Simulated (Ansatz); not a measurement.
## Sr: a film clamped to a substrate

All numbers below come from Ansatz 0.2.0, DFT r2SCAN, scalar-relativistic, plane waves, PAW. Cutoff 500 eV, Γ-centred 12×12×8 k-points, Gaussian smearing of 0.15 eV. No spin polarisation. Energies are free energies at this smearing, counted from the undisturbed cell; pressure is positive in compression.

Zero of the scan (as given, not relaxed at this level; it stands at 0.1 GPa; this form isn't the usual structure):

```
CELL_PARAMETERS angstrom
4.31000 0.00000 0.00000
-2.15500 3.73257 0.00000
0.00000 0.00000 7.05000
ATOMIC_POSITIONS crystal
Sr 0.33333 0.66667 0.25000
Sr 0.66667 0.33333 0.75000
```

The cell (2 atoms, V0 = 113.42 Å³) is strained by p along both x and y and by q along z, fractional coordinates fixed. τp = (1/V0) ∂E/∂p = (σxx + σyy)(1 + p)(1 + q) and τq = (1/V0) ∂E/∂q = σzz(1 + p)², with tension positive.

| p | q | ΔE (meV/atom) | τp (GPa) | τq (GPa) |
| --- | --- | --- | --- | --- |
| 0.000 | 0.000 | 0.00 | -0.07 | -0.22 |
| -0.040 | 0.000 | 19.68 | -2.82 | -0.59 |
| 0.040 | 0.000 | 14.70 | 2.06 | 0.22 |
| 0.000 | -0.040 | 11.28 | -0.58 | -1.37 |
| 0.000 | 0.040 | 4.79 | 0.27 | 0.87 |

Task: Get the second derivatives of the energy density.

Result: Central differences give A = ∂τp/∂p = 61 GPa (C11 + C22 + 2 C12), C = ∂τq/∂q = 27.9 GPa (C33) and the cross term B = ∂τq/∂p = 10.1 GPa (C13 + C23); ∂τp/∂q = 10.6 GPa must equal B, and any difference shows higher-order terms. Steps this large leave an error of some per cent of A or C in all of these, which can swamp a small B. The ions are clamped.

Task: A film of this crystal grows with z along the normal on a substrate that imposes p. How does its thickness respond, and what does the misfit cost?

Result: Count p and q from the stress-free cell. A free surface needs τq = 0, so q = −(B/C) p = -0.36 p. The energy density left is (A − B²/C) p²/2 = M p², with the biaxial modulus M = 28.7 GPa; a misfit of 1 % costs 1.01 meV/atom, against 1.08 meV/atom if the thickness were held.

At p = -0.080 the energies along q are 150.7 (q = -0.080), 105.6 (q = -0.040), 83.2 (q = 0.000), 82.1 (q = 0.040), 99.3 (q = 0.080) meV/atom.

Task: Does the linear rule hold at this misfit?

Result: A parabola through the lowest point and its neighbours has its minimum at q = 0.022, 80.4 meV/atom. With the stress left in the starting cell, τp0 and τq0, linear elasticity gives q = −(τq0 + Bp)/C = 0.037 and E = V0(τp0 p + τq0 q + Ap²/2 + Bpq + Cq²/2)/N = 64.4 meV/atom. The energies differ by more than a tenth, so the quadratic law fails here: the gap holds the anharmonic part, with some error from the wide steps. Cubic terms also shift the vertex of so wide a parabola.

In a metal these slopes depend on the k mesh and the smearing.